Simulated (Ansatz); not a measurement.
The relaxed structure here is a generated cell of HfO2: the first start was made by placing the elements on the sites of a structure type, and the end was not matched to a known phase here, so it may be hypothetical. Known forms of HfO2 include space group No. 14, 29, 137, 225.

A relaxed cell of HfO$_{2}$ (P6₃/mmc (No. 194)), relaxed on a k-mesh at least as fine as the one used below. The numbers are results of r2SCAN (plane waves to 500 eV, PAW, scalar-relativistic; Ansatz, a program for electronic structure), not measurements. Γ-centred k-mesh 4×4×2 on the run's cell (coarser than for final values), Fermi–Dirac smearing 0.05 eV.

```xyz
12
Lattice="6.3416 0.0000 0.0000 -3.1708 5.4920 0.0000 0.0000 0.0000 10.3427" Properties=species:S:1:pos:R:3 pbc="T T T"
Hf     0.0000     3.6613     0.6448
Hf     3.1708     1.8307     5.8162
Hf     3.1708     1.8307     9.6979
Hf     0.0000     3.6613     4.5265
O      0.0000     3.6613     2.5857
O      3.1708     1.8307     7.7570
O      3.1708     0.0000     0.0000
O      1.5854     2.7460     5.1713
O      4.7562     2.7460     0.0000
O      3.1708     0.0000     5.1713
O      1.5854     2.7460     0.0000
O      4.7562     2.7460     5.1713
```

The atoms are displaced by (Å):

```json
[
 {"atom": "Hf1", "ux": "0.027", "uy": "-0.089", "uz": "0.037"},
 {"atom": "Hf2", "ux": "0.071", "uy": "-0.030", "uz": "-0.064"},
 {"atom": "Hf3", "ux": "-0.079", "uy": "-0.038", "uz": "-0.093"},
 {"atom": "Hf4", "ux": "-0.004", "uy": "-0.033", "uz": "0.114"},
 {"atom": "O5", "ux": "-0.090", "uy": "0.063", "uz": "-0.089"},
 {"atom": "O6", "ux": "-0.005", "uy": "-0.021", "uz": "0.017"},
 {"atom": "O7", "ux": "0.160", "uy": "-0.094", "uz": "-0.053"},
 {"atom": "O8", "ux": "-0.099", "uy": "-0.076", "uz": "0.007"},
 {"atom": "O9", "ux": "0.057", "uy": "-0.066", "uz": "0.024"},
 {"atom": "O10", "ux": "-0.149", "uy": "-0.055", "uz": "-0.115"},
 {"atom": "O11", "ux": "0.043", "uy": "-0.052", "uz": "0.023"},
 {"atom": "O12", "ux": "-0.033", "uy": "0.010", "uz": "0.095"}
]
```

Task: What forces (eV/Å) and pressure result?

Result: 
| atom | Fx | Fy | Fz |
|---|---|---|---|
| Hf1 | -0.24 | 1.21 | -3.23 |
| Hf2 | -4.28 | -1.45 | 2.10 |
| Hf3 | 3.59 | -1.48 | 4.93 |
| Hf4 | -1.41 | -0.22 | -4.93 |
| O5 | 0.14 | -0.27 | 6.07 |
| O6 | 0.06 | 0.04 | -5.22 |
| O7 | -0.69 | 1.05 | -0.54 |
| O8 | 3.13 | -1.17 | 1.13 |
| O9 | -2.10 | -0.92 | -1.11 |
| O10 | 0.74 | 2.54 | 1.20 |
| O11 | -0.40 | -0.08 | 0.14 |
| O12 | 1.46 | 0.74 | -0.53 |

Pressure +1.4 GPa.

Task: Estimate the energy cost of the displacement in the harmonic approximation and compare with the calculation.

Result: For a harmonic well ΔE = −½ Σ F·u = 1.743 eV a cell, or 145 meV/atom. The calculated energy relative to the undisplaced cell is +0.150 eV/atom, so the harmonic estimate holds well.

No spin polarisation in the result.

The run that gave the undisplaced cell could not lose the symmetry of its start: the end is stationary, and may be a saddle point rather than a minimum.
